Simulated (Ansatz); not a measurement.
SnO in space group P4/nmm (No. 129; Sn on 2c, O on 2a) at seven volumes, the program Ansatz at the PBE+D3(BJ) level (PAW), shape and atoms relaxed at each. One row is withheld.

```csv
V (Å³/atom),P (GPa)
15.959,4.25
16.485,2.45
17.011,1.10
17.537,0.00
18.064,-0.88
18.590,-1.53
19.116,?
```

### Question
Fit the shown pressures and predict the withheld one.

### Answer
P = (3/2)B₀(x^(7/2) − x^(5/2))[1 + (3/4)(B′ − 4)(x − 1)] with x = (V₀/V)^(2/3). Least squares on the six rows gives V₀ = 17.531 Å³/atom, B₀ = 32.3 GPa, B′ = 7.23. At V = 19.116, x = 0.9439 and P = -2.03 GPa. The run itself gave -1.98 GPa.

Symmetry was held in the PBE+D3(BJ) relaxation. Scalar-relativistic: spin–orbit coupling is off unless named, which matters more the heavier the elements.

Potentials: the later of the program's two PAW sets.
